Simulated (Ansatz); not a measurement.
# Li2Zn2W2O9: ⁶⁷Zn NMR of the central transition

Cell: a computed structure from the Materials Project (it need not be an observed phase).

Space group P-3c1 (No. 165); a = 5.2240, c = 14.4222 Å, γ = 120.00°.

```csv
site,Wyckoff,site symmetry,x,y,z
Li,4d,3..,0.3333,0.6667,0.5186
Zn,4d,3..,0.3333,0.6667,0.8071
W,4c,3..,0.0000,0.0000,0.6412
O13,6f,.2.,0.2817,0.0000,0.7500
O19,12g,1,0.3308,0.3053,0.5880
```

One atom of each set is listed.

All values are calculated (Ansatz; DFT, PBE, plane waves and PAW, scalar-relativistic, 420 eV cutoff, Γ-centred 5×5×2 k-points, Fermi–Dirac smearing 0.02 eV), not measured.

⁶⁷Zn has I = 5/2 and Q = 122.0 mb (Pyykkö 2018); at 14.1 T its Larmor frequency is ν₀ = 37.6 MHz. Only the quadrupole interaction is simulated: positions count from each site's isotropic chemical shift, and shift anisotropy, dipolar and J coupling are left out.

Q: Simulate the second-order pattern (static powder, Gaussian broadening 2 kHz) of site Zn (6 O at 2.06–2.27 Å).

A: The calculation gives C_Q = 6.43 MHz and η = 0.00, so ν_Q = 0.964 MHz and the centre of gravity lies at -175 ppm (-6.58 kHz).

```json
{"offset (kHz)": "-24.19", "height": "2"}
{"offset (kHz)": "-23.20", "height": "20"}
{"offset (kHz)": "-22.21", "height": "71"}
{"offset (kHz)": "-21.21", "height": "100"}
{"offset (kHz)": "-20.22", "height": "81"}
{"offset (kHz)": "-19.22", "height": "61"}
{"offset (kHz)": "-18.23", "height": "51"}
{"offset (kHz)": "-17.23", "height": "46"}
{"offset (kHz)": "-16.24", "height": "42"}
{"offset (kHz)": "-15.24", "height": "39"}
{"offset (kHz)": "-14.25", "height": "37"}
{"offset (kHz)": "-13.25", "height": "35"}
{"offset (kHz)": "-12.26", "height": "34"}
{"offset (kHz)": "-11.27", "height": "33"}
{"offset (kHz)": "-10.27", "height": "32"}
{"offset (kHz)": "-9.28", "height": "31"}
{"offset (kHz)": "-8.28", "height": "31"}
{"offset (kHz)": "-7.29", "height": "30"}
{"offset (kHz)": "-6.29", "height": "29"}
{"offset (kHz)": "-5.30", "height": "29"}
{"offset (kHz)": "-4.30", "height": "29"}
{"offset (kHz)": "-3.31", "height": "29"}
{"offset (kHz)": "-2.32", "height": "29"}
{"offset (kHz)": "-1.32", "height": "29"}
{"offset (kHz)": "-0.33", "height": "27"}
{"offset (kHz)": "0.67", "height": "24"}
{"offset (kHz)": "1.66", "height": "23"}
{"offset (kHz)": "2.66", "height": "24"}
{"offset (kHz)": "3.65", "height": "25"}
{"offset (kHz)": "4.65", "height": "26"}
{"offset (kHz)": "5.64", "height": "28"}
{"offset (kHz)": "6.64", "height": "29"}
{"offset (kHz)": "7.63", "height": "32"}
{"offset (kHz)": "8.62", "height": "36"}
{"offset (kHz)": "9.62", "height": "43"}
{"offset (kHz)": "10.61", "height": "57"}
{"offset (kHz)": "11.61", "height": "71"}
{"offset (kHz)": "12.60", "height": "51"}
{"offset (kHz)": "13.60", "height": "14"}
{"offset (kHz)": "14.59", "height": "1"}
```

An axis of threefold or higher order runs through Zn, so V_zz lies along it and η is zero.

At this cell the PBE pressure is -5 GPa, so with PBE the cell would shrink if it were relaxed. The entry's cell may itself be off. The largest force is 1.1 eV/Å, so the atoms aren't at the calculated equilibrium and relaxing them would move these values.
